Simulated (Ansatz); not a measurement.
Polymorphs of In, each relaxed with DFT-PBE in the program Ansatz with PAW potentials:

A: Cmce
a = 5.293 Å, b = 8.885 Å, c = 5.190 Å, α = β = γ = 90.00°

| atom | site | symmetry | x | y | z |
|---|---|---|---|---|---|
| In | 8f | m.. | 0.0000 | 0.3433 | 0.4168 |

B: diamond (Fd-3m)
a = 6.736 Å, b = 6.736 Å, c = 6.736 Å, α = 90.00°, β = 90.00°, γ = 90.00°

| atom | site | symmetry | x | y | z |
|---|---|---|---|---|---|
| In | 8b | -43m | 0.5000 | 0.5000 | 0.5000 |

Problem. Order them by energy per atom at 0 K (lowest first) at the level PBE.

Solution. A (+0 meV/atom), B (+272 meV/atom)

Typed or built starts, not in the databases checked: A; B. Not the usual ambient phase: A; B. All cells were relaxed under the symmetry of their starts (and spin orders); stability against distortions was not tested throughout. Scalar-relativistic: spin–orbit coupling is off unless named, which matters more the heavier the elements.

Energies hold the estimated change up to a 700 eV cutoff; steps of a few meV lie near the error of the meshes.

Potentials: the earlier of the program's two PAW sets.
